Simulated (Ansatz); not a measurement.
A geometry of TiO$_{2}$ away from equilibrium: the start of the relaxation of a relaxed TiO2 cell squeezed uniformly to 70 % of its volume. These are r2SCAN (plane waves to 500 eV, PAW, scalar-relativistic; Ansatz, a first-principles code) values and carry that method's errors. Γ-centred k-mesh 10×10×10 on the run's cell (coarser than for final values), Fermi–Dirac smearing 0.05 eV.

```xyz
6
Lattice="-1.6773 1.6773 4.2569 1.6773 -1.6773 4.2569 1.6773 1.6773 -4.2569" Properties=species:S:1:pos:R:3:forces:R:3 pbc="T T T" free_energy=-7284.679 pressure_GPa=168.2
Ti     0.0000     0.0000     4.2569    0.0000    0.0000    0.0000
Ti     1.6773     0.0000     2.1285    0.0000    0.0000    0.0000
O      0.0000     0.0000     2.4927    0.0000    0.0000   -3.2858
O      1.6773     0.0000     0.3643    0.0000    0.0000   -3.2858
O      1.6773     0.0000     3.8927    0.0000    0.0000    3.2858
O      0.0000     0.0000     6.0211    0.0000    0.0000    3.2858
```

Positions in Å, forces in eV/Å, free energy of the cell in eV (comparable only within this code, potentials and settings). Largest force: 3.29 eV/Å, on O3, O4, O5, O6 (atoms numbered as listed); the geometry lies 1.33 eV/atom above the end of its relaxation.

No spin polarisation in the result.

The run could not lose the symmetry of its start.
